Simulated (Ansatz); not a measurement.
The start is a generated trial cell of C in the AFLOW prototype A_oF8_70_a. Cell shape, volume and atoms are optimised at zero target pressure with PBE (plane waves to 420 eV, PAW, scalar-relativistic; Ansatz, a quantum-chemistry and plane-wave program). The first steps use a coarse 12×12×12 k-mesh.

Input geometry:
```
C
1.0
    0.00000     1.96323     3.45868
    1.07508     0.00000     3.45868
    1.07508     1.96323     0.00000
C
2
Direct
  0.25000   0.25000   0.25000
  0.00000   0.00000   0.00000
```

Question: How large is the pressure on the unrelaxed cell, and of which sign?

Answer: -7.0 GPa (negative: the cell is under tension).

Question: Does the structure survive the relaxation? Give the final space group.

Answer: The space group goes from Fddd (No. 70) to Fd-3m (No. 227); the end is diamond type, with 2 atoms in the primitive cell.

Question: How do the shortest distances between atoms change?

Answer: The closest pairs of elements (up to four, under 3.6 Å), start → end: C–C 2.06 → 1.55 Å.

Question: Give the final cell and atomic positions.

Answer: 
Space group Fd-3m, origin choice 1 (No. 227); a = b = c = 3.5716 Å, α = β = γ = 90.00°

```tsv
atom	site	symmetry	x	y	z
C	8a	-43m	0.0000	0.0000	0.0000
```
(The calculation used a cell of 2 atoms; values per cell refer to that cell.)

Final values are on a 16×16×16 k-mesh of the relaxed cell. No spin polarisation in the result.

The run could not lose the symmetry of its start; a randomly shaken copy of 4 atoms returns to this structure.

All atoms sit on sites fixed by symmetry, so only the cell could relax.
